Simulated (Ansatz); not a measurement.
HfSi₂:
```cif
data_Hf2Si4
_chemical_formula_sum 'Si4 Hf2'
_space_group_name_H-M_alt 'P 1'
_space_group_IT_number 1
_cell_length_a 7.34700
_cell_length_b 7.34700
_cell_length_c 3.61146
_cell_angle_alpha 90.000
_cell_angle_beta 90.000
_cell_angle_gamma 151.467
loop_
_space_group_symop_operation_xyz
  'x, y, z'
loop_
_atom_site_label
_atom_site_type_symbol
_atom_site_fract_x
_atom_site_fract_y
_atom_site_fract_z
_atom_site_occupancy
Si1 Si 0.94480 0.05520 0.75000 1
Si2 Si 0.05520 0.94480 0.25000 1
Si3 Si 0.24991 0.75009 0.75000 1
Si4 Si 0.75009 0.24991 0.25000 1
Hf1 Hf 0.60472 0.39528 0.75000 1
Hf2 Hf 0.39528 0.60472 0.25000 1
```

This is the LDA-relaxed structure.

Problem. All from plane-wave PAW LDA (Ansatz code), unless another level is named. Estimate the highest zone-centre frequency.

Solution. 449 cm⁻¹.

Problem. Give the bulk modulus (Birch–Murnaghan fit).

Solution. 142 GPa.

Space group Cmcm. The LDA relaxation kept the symmetry of its start; of distortions, only those at the zone centre were tested. The run is not spin-polarised. As this level gives no gap, phonon frequencies hold no LO–TO term and depend on the k-mesh and smearing (Fermi–Dirac, 0.1 eV here). Scalar-relativistic: spin–orbit coupling is off unless named, which matters more the heavier the elements.

Potentials: the later of the program's two PAW sets.
